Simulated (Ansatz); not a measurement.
Relaxed candidate structures of TiPd:

**A**
```
CELL_PARAMETERS angstrom
      4.22903     0.00000     0.00000
     -2.11451     3.66244     0.00000
      0.00000     0.00000     5.00258
ATOMIC_POSITIONS crystal
  Pd 0.00000 0.00000 0.75863
  Pd 0.00000 0.00000 0.24137
  Ti 0.33333 0.66667 0.50000
  Ti 0.66667 0.33333 0.50000
```

**B**
```cif
data_PdTi
_chemical_formula_sum 'Pd1 Ti1'
_space_group_name_H-M_alt 'P 1'
_space_group_IT_number 1
_cell_length_a 2.79298
_cell_length_b 2.79298
_cell_length_c 3.83303
_cell_angle_alpha 90.000
_cell_angle_beta 90.000
_cell_angle_gamma 90.000
loop_
_space_group_symop_operation_xyz
  'x, y, z'
loop_
_atom_site_label
_atom_site_type_symbol
_atom_site_fract_x
_atom_site_fract_y
_atom_site_fract_z
_atom_site_occupancy
Pd1 Pd 0.50000 0.50000 0.50000 1
Ti1 Ti 0.00000 0.00000 0.00000 1
```

**C**
```cif
data_PdTi
_chemical_formula_sum 'Ti1 Pd1'
_space_group_name_H-M_alt 'P 1'
_space_group_IT_number 1
_cell_length_a 3.13220
_cell_length_b 3.13220
_cell_length_c 3.13220
_cell_angle_alpha 90.000
_cell_angle_beta 90.000
_cell_angle_gamma 90.000
loop_
_space_group_symop_operation_xyz
  'x, y, z'
loop_
_atom_site_label
_atom_site_type_symbol
_atom_site_fract_x
_atom_site_fract_y
_atom_site_fract_z
_atom_site_occupancy
Ti1 Ti 0.50000 0.50000 0.50000 1
Pd1 Pd 0.00000 0.00000 0.00000 1
```

**D**
```
CELL_PARAMETERS angstrom
      2.84734     0.00000     0.00000
     -1.42367     2.46586     0.00000
      0.00000     0.00000     4.32532
ATOMIC_POSITIONS crystal
  Ti 0.00000 0.00000 0.00000
  Pd 0.66667 0.33333 0.50000
```

**E**
```xyz
8
Lattice="4.7538 0.0000 0.0000 0.0000 4.8960 0.0000 -0.4274 0.0000 5.3907" Properties=species:S:1:pos:R:3 pbc="T T T"
Pd     4.4330     3.6720     1.8812
Pd    -0.1067     1.2240     3.5096
Pd     3.5513     3.6720     4.5322
Pd     0.7751     1.2240     0.8586
Ti     1.0893     3.6720     5.3615
Ti     3.2370     1.2240     0.0293
Ti     2.1632     0.0000     2.6954
Ti     2.1632     2.4480     2.6954
```

**F**
```xyz
4
Lattice="2.8022 0.0000 0.0000 0.0000 4.5442 0.0000 0.0000 0.0000 4.7981" Properties=species:S:1:pos:R:3 pbc="T T T"
Pd     0.0000     2.2721     0.5262
Ti     0.0000     0.0000     1.8392
Ti     1.4011     2.2721     2.9589
Pd     1.4011     0.0000     4.2719
```

Problem. Order them by energy per atom (lowest first) at the level PBEsol (plane waves to 420 eV, PAW, scalar-relativistic; Ansatz, a first-principles code).

Solution. B (reference), C (+0.08 eV/atom), F (+0.16 eV/atom), D (+0.19 eV/atom), E (+0.22 eV/atom), A (+1.09 eV/atom)

The lowest structure calculated, Pmma, oP4, AFLOW prototype AB_oP4_51_e_f (B19, as in CdAu), is not among these; it lies 0.01 eV/atom below the lowest of them. 1 run with a doubtful electronic state, a coarser numerical grid, an end not at rest or a source that can't be used is left out. Each run could gain symmetry but not lose that of its start, so entries can be saddle points. From databases, or of a type measured for this composition: Pm-3m, cP2, CsCl type; the others are generated cells (placed on structure types, drawn at random, substituted or restacked) that were not matched to a known phase here. The real structure of this composition may not be among these. Energies are at zero temperature and pressure, without zero-point motion. No spin polarisation in the result.
